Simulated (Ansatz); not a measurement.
ZnS (4H polytype), relaxed with HSE06 (Ansatz, a program for electronic structure, plane waves, PAW): a = b = 3.835 Å, c = 12.542 Å, α = β = 90.00°, γ = 120.00°.

| Item | Value |
|---|---|
| gap (eV) | 3.32 |
| B₀ by P(V) fit (GPa) | 74.8 |

**Question.** The same phase is relaxed and computed with PBE in the same code. What are the cell and these values now?

**Answer.** a = 3.847 Å, b = 3.847 Å, c = 12.591 Å, α = 90.00°, β = 90.00°, γ = 120.00°.

- gap (eV): 2.05
- B₀ by P(V) fit (GPa): 69.3

All cells were relaxed under the symmetry of their starts (and spin orders); stability against distortions was not tested throughout.

Potentials: the later of the program's two PAW sets.

Ansatz is a plane-wave DFT program.
